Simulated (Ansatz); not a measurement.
Al$_{2}$Ru:
```xyz
3
Lattice="-1.5607 1.5607 4.2113 1.5607 -1.5607 4.2113 1.5607 1.5607 -4.2113" Properties=species:S:1:pos:R:3 pbc="T T T"
Al     0.0000     0.0000     5.5512
Al     0.0000     0.0000     2.8713
Ru     0.0000     0.0000     0.0000
```

Relaxed with PBEsol. Special points in fractions of this cell's reciprocal vectors: Γ (0.000, 0.000, 0.000); X (0.000, 0.000, 0.500); P (0.250, 0.250, 0.250); N (0.000, 0.500, 0.000); M (0.500, 0.500, -0.500); S (0.284, 0.716, -0.284); S0 (-0.284, 0.284, 0.284); R (-0.069, 0.069, 0.500); G (0.500, 0.500, -0.069).

List the band energies nearest the Fermi level at these points for PBEsol with spin–orbit coupling (plane waves, PAW; program Ansatz).

In eV from the Fermi level; about four levels below and three above (degenerate sets whole), none deeper than 8.9 eV; points with the same levels are listed once.

```
k                                below                above
-  -----------------------------------  -------------------
Γ  -1.97 -1.97 -1.97 -1.97 -0.98 -0.98  2.41 2.41 4.63 4.63
X              -1.29 -1.29 -0.37 -0.37  0.24 0.24 1.80 1.80
P              -1.69 -1.69 -0.50 -0.50  0.25 0.25 1.23 1.23
N              -2.59 -2.59 -1.44 -1.44  0.56 0.56 3.06 3.06
M              -1.53 -1.53 -0.95 -0.95  3.06 3.06 3.17 3.17
S              -2.46 -2.46 -1.42 -1.42  0.27 0.27 3.31 3.31
R              -1.27 -1.27 -1.02 -1.02  0.13 0.13 1.90 1.90
```

Space group I4/mmm (MoSi2 or CaC2 type). The workflow started from a Materials Project entry (that database holds measured and hypothetical structures alike); the Crystallography Open Database copy checked does not list it. With Al and Ru taken as one species the cell has the higher symmetry I4/mmm, so it may be an ordered model of a mixed-site phase. Whether it is the stable phase at ambient conditions was not checked. The cell was relaxed with PBEsol under the symmetry of its start; of distortions, only those at the zone centre were tested. No spin polarisation was allowed.

Potentials: the later of the program's two PAW sets.
